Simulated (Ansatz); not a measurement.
A plane-wave DFT run in Ansatz 0.2.0 (scalar-relativistic PAW potentials unless the input names others): input and command.

```yaml
crystal:
  lattice:
    - [3.3191677654, 0.0, 0.0]
    - [-1.6595838827, 2.8744836043, 0.0]
    - [0.0, 0.0, 11.5633194902]
  atoms:
    - { symbol: Hf, position: [0.6666666667, 0.3333333333, 0.8987512626] }
    - { symbol: Hf, position: [0.3333333333, 0.6666666667, 0.3987512626] }
    - { symbol: Hf, position: [0.6666666667, 0.3333333333, 0.6012487374] }
    - { symbol: Hf, position: [0.3333333333, 0.6666666667, 0.1012487374] }
    - { symbol: S, position: [0.0, 0.0, 0.75] }
    - { symbol: S, position: [0.0, 0.0, 0.25] }
kpoints:
  mp_grid: { grid: [12, 12, 4], shift: [0.5, 0.5, 0.5] }
hamiltonian:
  xc: r2scan
scf:
  occupations: { method: gaussian, width: 0.15 }
output:
  forces: true
  eigenvalues: true
  stress: true
```

```bash
ansatz run input.yaml --threads 2 --pin off --max-ram 5120MiB --backend cpu --events-out ev --progress --plain --runs-dir out
```

Abridged log:
```
Warning: crystal.symmetry: narrowed to the stabiliser of the k-point mesh — unitary ops 24 → 8; excluded 16 operations that carry a point of the 12×12×4 mesh (shift [0.5, 0.5, 0.5]) off the mesh (the run samples exactly the mesh kpoints.mp_grid names, as under crystal.symmetry.detect: false, and its converged state has the mesh's symmetry, not the crystal's; ε∞, the Born charges and the force constants of a linear response (`dielectric:` by the response, `phonons.method: dfpt`) are averaged over those of the crystal's operations that the state keeps within a tolerance, where `mesh_tensors`, `u ...
Basis set: ecut = 500 eV, 2767 PW (Γ), exchange–correlation on 100×100×360 points (64 copies of the dense FFT grid, shifted against one another)
Bands: 70, of which v1, the nominal top of the filled ones, is band 58 counted from 1 (57 counted from 0)
Symmetry: 8 space group operations
k-points: 84 of 576
SCF iter   1: F=—  HF=-64750.645890 eV  |F-HF|=—  |Δ(HF+E_count)|=         —  Δρ=9.70e-3  dr2=1.17e-1  dr2_τ=1.17e-1  ethr=1.77e-3  ⟨swp⟩=5.0  Hψ=19178  notcnv=0
SCF iter   2: F=—  HF=-64750.765437 eV  |F-HF|=—  |Δ(HF+E_count)|=   1.20e-1  Δρ=5.77e-3  dr2=5.17e-2  dr2_τ=4.41e-3  ethr=1.01e-4  ⟨swp⟩=2.0  Hψ=12302  notcnv=0  defer=358
SCF iter   3: F=—  HF=-64750.763877 eV  |F-HF|=—  |Δ(HF+E_count)|=   1.56e-3  Δρ=4.41e-3  dr2=3.47e-2  dr2_τ=7.55e-4  ethr=4.46e-5  ⟨swp⟩=2.0  Hψ=7860  notcnv=0  defer=358
SCF iter   4: F=—  HF=-64750.765111 eV  |F-HF|=—  |Δ(HF+E_count)|=   1.23e-3  Δρ=9.17e-4  dr2=4.20e-3  dr2_τ=7.12e-5  ethr=2.99e-5  ⟨swp⟩=2.0  Hψ=9036  notcnv=0  defer=358
SCF iter   5: F=—  HF=-64750.764727 eV  |F-HF|=—  |Δ(HF+E_count)|=   3.84e-4  Δρ=3.49e-4  dr2=5.85e-4  dr2_τ=9.88e-6  ethr=3.62e-6  ⟨swp⟩=2.0  Hψ=6488  notcnv=0  defer=358
SCF iter   6: F=—  HF=-64750.764675 eV  |F-HF|=—  |Δ(HF+E_count)|=   5.16e-5  Δρ=9.74e-5  dr2=1.80e-5  dr2_τ=2.93e-7  ethr=5.04e-7  ⟨swp⟩=2.0  Hψ=9045  notcnv=0  defer=358
SCF iter   7: F=—  HF=-64750.764674 eV  |F-HF|=—  |Δ(HF+E_count)|=   1.07e-6  Δρ=2.87e-5  dr2=1.11e-6  dr2_τ=3.88e-8  ethr=1.55e-8  ⟨swp⟩=2.0  Hψ=9273  notcnv=0  defer=358
SCF iter   8: F=—  HF=-64750.764674 eV  |F-HF|=—  |Δ(HF+E_count)|=   5.69e-7  Δρ=8.73e-6  dr2=1.14e-7  dr2_τ=3.12e-9  ethr=9.55e-10  ⟨swp⟩=2.0  Hψ=10377  notcnv=0  defer=358
SCF iter   9: F=-64750.764674 eV  HF=-64750.764674 eV  |F-HF|=3.59e-9  |Δ(HF+E_count)|=   3.31e-8  Δρ=2.08e-6  dr2=4.32e-9  dr2_τ=7.27e-10  ethr=8.62e-11  ⟨swp⟩=8.8  Hψ=25322  notcnv=0
SCF 1 converged in 9 iterations: F = -64750.764674 eV  dr2 = 4.32e-9
SCF converged after 9 iterations
Free energy (F): -64750.764674 eV
Harris-Foulkes:  -64750.764674 eV  (|F-HF|=3.59e-9)
Internal energy: -64750.742651 eV  (E = F + TS)
E sigma→0 (E₀):  -64750.753663 eV
Entropy (-TS):   -0.022024 eV (-3.671 meV/atom)
Fermi energy:    19.501048 eV
--- Forces (eV/Å), atoms counted from 1 ---
  atom   1  Hf    -0.00338156     0.00195234     0.21347980
  atom   2  Hf     0.00338156    -0.00195234     0.21347980
  atom   3  Hf    -0.00338156     0.00195234    -0.21347980
  atom   4  Hf     0.00338156    -0.00195234    -0.21347980
  atom   5  S      0.00069816    -0.00040308     0.00000000
  atom   6  S     -0.00069816     0.00040308     0.00000000
--- Stress (GPa, compression-positive) ---
        7.885659       0.066609       0.000000
        0.066609       7.962572       0.000000
        0.000000       0.000000       8.563044
  P = ⅓ Tr σ = 8.1371 GPa (81.371 kbar)
```

Apart from outputs and empty bands, the input differs from a reference run on usual settings in hamiltonian.xc: "lda" → "r2scan"; kpoints.mp_grid.shift: not typed → [0.5, 0.5, 0.5]; basis.ecutwfc: 420 → not typed. The reference, at the same geometry (not necessarily relaxed), gave pressure 0.01 GPa, largest force 0.012 eV/Å, no gap on the mesh. This run converged in 9 SCF iterations (reference: 8) with a total energy on another zero, pressure 8.14 GPa, largest force 0.214 eV/Å, no gap on the mesh.

Time: 78 s on 2 threads of Arm Neoverse N1, with other jobs on the host, peak memory 0.97 GiB.